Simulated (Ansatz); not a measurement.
SiMo2C:
```yaml
crystal:
  lattice:
    - [3.10268, 0.00000, 0.00000]
    - [-1.55134, 2.68700, 0.00000]
    - [0.00000, 0.00000, 12.39431]
  atoms:
    - { symbol: Si, position: [0.66667, 0.33333, 0.25000] }
    - { symbol: Si, position: [0.33333, 0.66667, 0.75000] }
    - { symbol: Mo, position: [0.66667, 0.33333, 0.90696] }
    - { symbol: Mo, position: [0.33333, 0.66667, 0.09304] }
    - { symbol: Mo, position: [0.33333, 0.66667, 0.40696] }
    - { symbol: Mo, position: [0.66667, 0.33333, 0.59304] }
    - { symbol: C, position: [0.00000, 0.00000, 0.00000] }
    - { symbol: C, position: [0.00000, 0.00000, 0.50000] }
```

Relaxed with PBE. Special points in fractions of this cell's reciprocal vectors: Γ (0.000, 0.000, 0.000); M (0.500, 0.000, 0.000); K (0.333, 0.333, 0.000); A (0.000, 0.000, 0.500); L (0.500, 0.000, 0.500); H (0.333, 0.333, 0.500).

Question: List the band energies nearest the Fermi level at these points for plane-wave PAW PBE with spin–orbit coupling (Ansatz code).

Answer: In eV from the Fermi level; about four levels below and three above (degenerate sets whole), none deeper than 8.9 eV; points with the same levels are listed once.

| k | below | above |
|---|---|---|
| Γ | -0.59 -0.59 -0.55 -0.55 | 0.46 0.46 0.47 0.47 |
| M | -3.05 -3.05 -0.90 -0.90 | 0.29 0.29 0.34 0.34 |
| K | -0.58 -0.58 -0.47 -0.47 | 0.34 0.34 0.34 0.34 |
| A | -0.75 -0.75 -0.75 -0.75 | 0.62 0.62 0.62 0.62 |
| L | -0.50 -0.50 -0.50 -0.50 | 0.62 0.62 0.62 0.62 |
| H | -0.66 -0.66 -0.57 -0.57 | 0.72 0.72 0.74 0.74 |

Space group P6_3/mmc. The start of the workflow was typed in or built on a structure type; neither database checked (COD, Materials Project) lists it. Whether it is the stable phase at ambient conditions was not checked. Symmetry was held in the PBE relaxation; its stability against distortions is not shown here. No spin polarisation was allowed.

Potentials: the earlier of the program's two PAW sets.
